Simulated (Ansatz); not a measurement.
# LiF (Fm-3m): elasticity against pressure

```xyz
2
Lattice="0.0000 1.9545 1.9545 1.9545 0.0000 1.9545 1.9545 1.9545 0.0000" Properties=species:S:1:pos:R:3 pbc="T T T"
Li    0.0000    0.0000    0.0000
F     1.9545    1.9545    1.9545
```

This is the zero-pressure cell. At each pressure cell and atoms are relaxed in this structure, and the constants are slopes of the stress at strains of ±0.005 with relaxed ions (the coefficients that govern stability under load). Level: LDA, PAW on Ansatz 0.2.0's default frozen-core files (fitted under PBE), scalar-relativistic; k mesh 10×10×10, strains of ±0.005, fixed occupations, cutoff 420 eV. P is the pressure of the relaxed cell, less that of this one.

```csv
P (GPa),V/V₀,C11 (GPa),C12 (GPa),C44 (GPa)
0.00,1.0000,158.4,51.2,68.9
1.00,0.9889,167.4,53.0,69.9
1.99,?,?,?,?
3.97,0.9591,193.9,58.3,73.0
6.96,0.9332,220.1,63.6,75.9
9.97,0.9103,245.4,68.4,78.4
14.98,0.8777,287.8,76.8,82.8
```

**Question.** Does the bulk modulus from the constants agree with the pressure-volume curve?

**Answer.** A third-order Birch-Murnaghan fit to the volumes shown (F against f, f = [(V₀/V)^(2/3) − 1]/2) gives B₀ = 86.9 GPa and B′ = 4.2. Its −V dP/dV stands beside (C11 + 2C12)/3:

```csv
P (GPa),from P(V),from the constants
0.00,86.9,86.9
1.00,91.1,91.1
3.97,103.4,103.5
6.96,115.5,115.7
9.97,127.4,127.4
14.98,146.8,147.1
```

**Question.** What are the pressure derivatives at zero pressure?

**Answer.** Slopes at V₀ of quadratic fits in −ln(V/V₀) through the first four rows shown, divided by B₀: dC11/dP = 9.0, dC12/dP = 1.8, dC44/dP = 1.0. The mean slopes up to 4.0 GPa are 8.9, 1.8, 1.0; curvature and scatter of the constants part the two. The combination (dC11/dP + 2 dC12/dP)/3 = 4.2 stands against B′.

**Question.** Fill the row at 1.99 GPa.

**Answer.** Cubic fits in −ln(V/V₀) through all rows shown give C11 = 176.4, C12 = 54.9, C44 = 71.0 GPa. Computed: V/V₀ = 0.9784, C11 (GPa) = 176.0, C12 (GPa) = 54.7, C44 (GPa) = 70.8.

**Question.** Does a shear stiffness soften?

**Answer.** C44 goes from 68.9 to 82.8 GPa; (C11 − C12)/2 goes from 53.6 to 105.5 GPa. Neither ends more than 3 % under its start, and the lattice stays mechanically stable over this range.

Keep in mind: no other phase was computed; many crystals of this kind change structure within this range, and rows or crossings beyond such a change describe a metastable lattice; frozen-core PAW files fitted under PBE, their cores solved anew for the functional of the run; phonons weren't checked at these pressures.
